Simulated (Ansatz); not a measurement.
# AlV: strain energy, fitted

AlV, Cmmm, a = 3.491 Å, b = 3.928 Å, c = 4.037 Å. The structure is a Materials Project entry; whether it is the stable form wasn't checked. Ansatz: PBEsol, PAW, 420 eV, Γ-centred 12×10×10 mesh on 4 atoms, Gaussian smearing 0.10 eV; no spin polarisation. Series: biaxial strain in the a-b plane, c and atoms relaxed; x is the strain in per cent. y is the free energy over the unstrained cell, V0 = 13.840 Å³/atom.

```tsv
x (%)	y (meV/atom)
-6.0	113.17
-4.0	47.53
-2.0	11.40
0.0	0.00
2.0	8.83
4.0	33.06
6.0	?
```

Question: Fit y = c2 x² + c3 x³ to the other rows, turn c2 into a modulus, and predict the missing energy.

Answer: Least squares on the rows shown. y = 2.5036 x² − 0.10774 x³. In eV per unit strain² c2 is 25.04; M is the biaxial modulus (E = M V0 ε²): 25.04 × 160.2 / (13.840) = 290 GPa. The unstrained cell keeps some stress along the strain, worth a slope of -0.16 meV/atom per %, which the form leaves out. At x = 6.0 the fit asked for gives 66.86 meV/atom. The run gave 66.59 meV/atom, so the fit is 0.27 meV/atom too high, within the rms miss on the fitted rows (0.39 meV/atom).